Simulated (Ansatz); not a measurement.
Structure search: one MgTl2PtC6N6 candidate

Theory: Ansatz, DFT PBE, scalar-relativistic, plane waves, PAW. Cutoff 420 eV, Gaussian smearing, Γ-centred meshes. Cell and atoms relax first on a coarse mesh and then on a finer one. In between, the cell is made exact in the group found at 0.06 Å. In metals the finer mesh still leaves noise of several meV/atom or more. The steps can't lower the symmetry of their start. Collinear spin is switched on along the way, since trial moments persisted in a coarse test.

The guess for MgTl2PtC6N6 was made by a generator: cyanide-bridged rock-salt net of two metals, 2 guest cations a cell (Fm-3m, No. 225). Lengths were set from tabulated atomic sizes, so they are only a guess.

```cif
data_structure
_symmetry_space_group_name_H-M 'P 1'
_symmetry_Int_Tables_number 1
_cell_length_a 7.3002
_cell_length_b 7.3002
_cell_length_c 7.3002
_cell_angle_alpha 60.000
_cell_angle_beta 60.000
_cell_angle_gamma 60.000
_cell_volume 275.10
loop_
_atom_site_label
_atom_site_type_symbol
_atom_site_fract_x
_atom_site_fract_y
_atom_site_fract_z
_atom_site_occupancy
Mg1 Mg 0.50000 0.50000 0.50000 1
Tl1 Tl 0.25000 0.25000 0.25000 1
Tl2 Tl 0.75000 0.75000 0.75000 1
Pt1 Pt 0.00000 0.00000 0.00000 1
C1 C 0.81432 0.18568 0.18568 1
C2 C 0.18568 0.81432 0.18568 1
C3 C 0.18568 0.18568 0.81432 1
C4 C 0.18568 0.81432 0.81432 1
C5 C 0.81432 0.18568 0.81432 1
C6 C 0.81432 0.81432 0.18568 1
N1 N 0.70099 0.29901 0.29901 1
N2 N 0.29901 0.70099 0.29901 1
N3 N 0.29901 0.29901 0.70099 1
N4 N 0.29901 0.70099 0.70099 1
N5 N 0.70099 0.29901 0.70099 1
N6 N 0.70099 0.70099 0.29901 1
```

Formation energies are uncorrected and refer to the elements' standard structures at the same level (N₂ as a molecule).

Task: What does it relax into?

Result: The symmetry stays Fm-3m (No. 225). The volume per atom grows by 18.1 %, from 17.2 to 20.3 Å³. The shortest distance stays 1.17 Å (C–N). The energy falls by about 0.11 eV/atom (the start's value is from the coarse mesh). Conventional cell: a = 10.913 Å. Mg has 6 N at 2.17 Å; Tl has 12 N at 3.90 Å and 12 C at 3.91 Å (long against covalent radii, as for large ions); around Pt lie 6 C at 2.12 Å; C is surrounded by 1 N at 1.17 Å, 1 Pt at 2.12 Å, 4 C at 3.00 Å, 1 Mg at 3.33 Å, 4 Tl at 3.91 Å and 8 N at 3.91–3.98 Å; N has 1 C at 1.17 Å, 1 Mg at 2.17 Å, 4 N at 3.06 Å, 1 Pt at 3.29 Å, 4 Tl at 3.90 Å and 8 C at 3.91–3.98 Å.

```
CELL_PARAMETERS angstrom
0.00000 5.45630 5.45630
5.45630 0.00000 5.45630
5.45630 5.45630 0.00000
ATOMIC_POSITIONS crystal
Mg 0.50000 0.50000 0.50000
Tl 0.25000 0.25000 0.25000
Tl 0.75000 0.75000 0.75000
Pt 0.00000 0.00000 0.00000
C 0.80558 0.19442 0.19442
C 0.19442 0.80558 0.19442
C 0.19442 0.19442 0.80558
C 0.19442 0.80558 0.80558
C 0.80558 0.19442 0.80558
C 0.80558 0.80558 0.19442
N 0.69855 0.30145 0.30145
N 0.30145 0.69855 0.30145
N 0.30145 0.30145 0.69855
N 0.30145 0.69855 0.69855
N 0.69855 0.30145 0.69855
N 0.69855 0.69855 0.30145
```

Task: How does it come out in energy, and is it a metal?

Result:

* Energy over the elements: +0.28 eV/atom
* Gap on the 6×6×6 mesh of the 16-atom cell: 0 eV (a metal)
* Net moment per atom: 0.06 μB
* Moment by site: Pt 0.4 μB

The separate elements lie lower, so it is unstable against them.

The last run used collinear spin and Gaussian smearing of 0.10 eV. Spin–orbit coupling, which can matter for Pt and Tl, is left out. The reference form of C is held partly by dispersion forces, which this level lacks. The magnetic state reached may not be the lowest. Symmetry constrained the relaxation, so the result can be a saddle point. Site moments count only spheres around the atoms; the net moment includes the space between them.
